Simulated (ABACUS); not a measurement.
A self-consistent single point of TePb (Fm-3m, 2 atoms in the cell; from Materials Project mp-19717, changed as shown) with ABACUS.

All values come from this method and carry its errors: PBE, PseudoDojo 0.5 standard norm-conserving PBE (tails mended) pseudopotentials (plane waves; ABACUS).

The change in words: volume scaled by 0.96. Reference geometry (Fm-3m):
```xyz
2
Lattice="0.0000 3.2709 3.2709 3.2709 0.0000 3.2709 3.2709 3.2709 0.0000" Properties=species:S:1:pos:R:3 pbc="T T T"
Te     0.0000     0.0000     0.0000
Pb     3.2709     3.2709     3.2709
```

Reference input (self-consistent single point, DFT, PBE, plane waves, PseudoDojo 0.5 standard norm-conserving PBE (tails mended) pseudopotentials): KPT = Gamma 8 8 8 0 0 0; basis_type = pw; dft_functional = PBE; ecutwfc = 82.3 Ry; smearing_method = gaussian; smearing_sigma = 0.000734986 Ry; potentials = PseudoDojo 0.5 standard norm-conserving PBE (tails mended); symmetry = 1; symmetry_prec = 1e-05; ks_solver = cg; scf_nmax = 100; scf_thr = 1.0e-09 Ry. This run's input differs from it in these lines:

```diff
@@ -29,5 +29,5 @@
 LATTICE_VECTORS
-   0.0000000000    3.2708950000    3.2708950000
-   3.2708950000    0.0000000000    3.2708950000
-   3.2708950000    3.2708950000    0.0000000000
+   0.0000000000    3.2266890000    3.2266890000
+   3.2266890000    0.0000000000    3.2266890000
+   3.2266890000    3.2266890000    0.0000000000
 
@@ -44,3 +44,3 @@
 1
-   3.2708950000    3.2708950000    3.2708950000 1 1 1
+   3.2266890000    3.2266890000    3.2266890000 1 1 1
 # file: KPT
```

Output (repeated stretches shortened):

```
 SELF-CONSISTENT
 -------------------------------------------
                                 init_chg = atomic

 PW ALGORITHM --------------- ION=   1  ELEC=   1--------------------------------
 Notice: Threshold on eigenvalues was too large.

 Density error is 0.0342790401548
                          Error Threshold = 0.000133817716434
 E_KohnSham     -349.3901674726      -4753.6971028013
 E_Fermi        0.6975456241         9.4905951024

 PW ALGORITHM --------------- ION=   1  ELEC=   2--------------------------------

 Density error is 0.00225406203412
                          Error Threshold = 0.000114263467183
   [... lines left out ...]

 Density error is 1.89326423946e-09
                          Error Threshold = 8.98883485641e-12
 E_KohnSham     -349.3994487611      -4753.8233812099
 E_Fermi        0.7109175337         9.6725292669

 PW ALGORITHM --------------- ION=   1  ELEC=  10--------------------------------

 Density error is 4.97603834206e-11
                          Error Threshold = 6.31088079821e-12
 E_KohnSham     -349.3994487615      -4753.8233812160
 E_KS(sigma->0) -349.3994487615      -4753.8233812160
 E_entropy(-TS) -0.0000000000        -0.0000000000
 E_Fermi        0.7109274082         9.6726636165
 charge density convergence is achieved
 final etot is -4753.8233812 eV
 EFERMI = 9.6726636165 eV

 STATE ENERGY(eV) AND OCCUPATIONS    NSPIN == 1
   [... 22 lines left out ...]

 TOTAL-FORCE (eV/Angstrom)
                       Te1         0.0000000000         0.0000000000         0.0000000000
                       Pb1         0.0000000000         0.0000000000         0.0000000000

 TOTAL-STRESS (KBAR)
        22.2056862905        -0.0000000000         0.0000000000
        -0.0000000000        22.2056862905         0.0000000000
        -0.0000000000         0.0000000000        22.2056862905
 TOTAL-PRESSURE: 22.205686 KBAR

 --------------------------------------------
 !FINAL_ETOT_IS -4753.8233812160424350 eV
 --------------------------------------------
```

The run converged in 10 iterations. Against the reference run the free energy goes up by 11.3 meV/atom, the pressure goes from 0.40 to 2.22 GPa and the gap on the mesh goes from 0.809 to 0.727 eV.

Spin-orbit coupling is left out, which matters for bands and gaps with elements this heavy. The structure comes from a collection of computed structures, made at another level of theory; the collection holds predicted forms beside known ones.

Cost on one core: roughly 3.0 core-minutes.

“Tails mended”: in these copies of the files the far tail of each local potential was reset to the Coulomb form.
